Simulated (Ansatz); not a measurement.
Cu Kα1 powder pattern (kinematic, no thermal factors).
2θ (°) (relative intensity): 20.33 (25), 22.91 (33), 30.82 (75), 40.24 (100), 41.34 (31), 45.49 (17), 46.80 (3), 47.78 (5), 51.52 (17), 59.06 (58), 63.39 (2), 64.19 (2), 67.32 (16), 68.88 (7), 73.13 (14), 76.83 (3), 78.31 (2), 78.54 (2), 82.89 (5), 86.93 (9), 87.65 (17), 89.82 (3)

The pattern is computed from a structure relaxed with DFT PBE, scalar-relativistic, plane waves, PAW (Ansatz). No spin polarisation. Its elements are Mg, O, S.

Give the structure.

Mg2SO.
Space group P6/mmm (No. 191). a = 4.479 Å, b = 4.479 Å, c = 4.364 Å, α = 90.00°, β = 90.00°, γ = 120.00°
```tsv
atom	site	symmetry	x	y	z
Mg	2c	-6m2	0.3333	0.6667	0.0000
S	1b	6/mmm	0.0000	0.0000	0.5000
O	1a	6/mmm	0.0000	0.0000	0.0000
```

A pattern alone doesn't exclude other cells with like lines; this is the one computed.

It was reached by relaxing an invented guess, and it needn't be the stable form of this composition.
